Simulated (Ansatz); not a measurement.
Ta2N:
Space group P-3m1 (No. 164); a = 3.0749 Å, b = 3.0749 Å, c = 4.8914 Å, α = 90.00°, β = 90.00°, γ = 120.00°

```tsv
atom	site	symmetry	x	y	z
N	1a	-3m.	0.0000	0.0000	0.0000
Ta	2d	3m.	0.3333	0.6667	0.2565
```

Relaxed at zero pressure with r²SCAN in the plane-wave PAW code Ansatz.

The volume is raised by 6 % and shape and atoms relax at that volume. What pressure results, and how do the axes share the change?

-14.9 GPa; a 2.1 %, b 2.1 %, c 1.7 %; the energy rises by 39 meV/atom.

Give the new structure.


Space group P-3m1 (No. 164); a = b = 3.139 Å, c = 4.976 Å, α = β = 90.00°, γ = 120.00°

```csv
atom,site,symmetry,x,y,z
N,1a,-3m.,0.0000,0.0000,0.0000
Ta,2d,3m.,0.3333,0.6667,0.2539
```

The phase is kept; no other phase was compared at this pressure.

Symmetry was held in the r²SCAN relaxation. The run is not spin-polarised. The volume moved by 19 % from the start of the relaxation. Spin–orbit coupling is left out wherever it is not named.

Potentials: the later of the program's two PAW sets.
